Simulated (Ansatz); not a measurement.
GeSe:
```yaml
crystal:
  lattice:
    - [10.97177, 0.00000, 0.00000]
    - [0.00000, 3.87989, 0.00000]
    - [0.00000, 0.00000, 4.42180]
  atoms:
    - { symbol: Ge, position: [0.12361, 0.25000, 0.11326] }
    - { symbol: Ge, position: [0.87639, 0.75000, 0.88674] }
    - { symbol: Ge, position: [0.37639, 0.75000, 0.61326] }
    - { symbol: Ge, position: [0.62361, 0.25000, 0.38674] }
    - { symbol: Se, position: [0.85479, 0.25000, 0.49803] }
    - { symbol: Se, position: [0.14521, 0.75000, 0.50197] }
    - { symbol: Se, position: [0.64521, 0.75000, 0.99803] }
    - { symbol: Se, position: [0.35479, 0.25000, 0.00197] }
```

Relaxed with PBE+D3(BJ). Special points in fractions of this cell's reciprocal vectors: Γ (0.000, 0.000, 0.000); X (0.500, 0.000, 0.000); S (0.500, 0.500, 0.000); Y (0.000, 0.500, 0.000); Z (0.000, 0.000, 0.500); U (0.500, 0.000, 0.500); R (0.500, 0.500, 0.500); T (0.000, 0.500, 0.500).

Task: List the band energies nearest the valence-band maximum at these points for PBE+D3(BJ) with spin–orbit coupling in the plane-wave PAW code Ansatz.

Result: In eV from the valence-band maximum; about four levels below and three above (degenerate sets whole), none deeper than 8.9 eV; points with the same levels are listed once.

```tsv
k	below	above
Γ	-0.84 -0.84 -0.21 -0.21	0.69 0.69 2.63 2.63
X	-0.47 -0.47 -0.47 -0.47	2.33 2.33 2.33 2.33
S	-1.49 -1.49 -1.49 -1.49	1.42 1.42 1.42 1.42
Y	-1.19 -1.19 -1.19 -1.19	1.08 1.08 1.08 1.08
Z	-0.41 -0.41 -0.41 -0.41	1.20 1.20 1.20 1.20
U	-0.55 -0.55 -0.55 -0.55	1.25 1.25 1.25 1.25
R	-1.46 -1.46 -1.46 -1.46	2.53 2.53 2.53 2.53
T	-1.52 -1.52 -1.52 -1.52	2.81 2.81 2.81 2.81
```

Space group Pnma. The cell was relaxed with PBE+D3(BJ) under the symmetry of its start.

Potentials: the earlier of the program's two PAW sets.
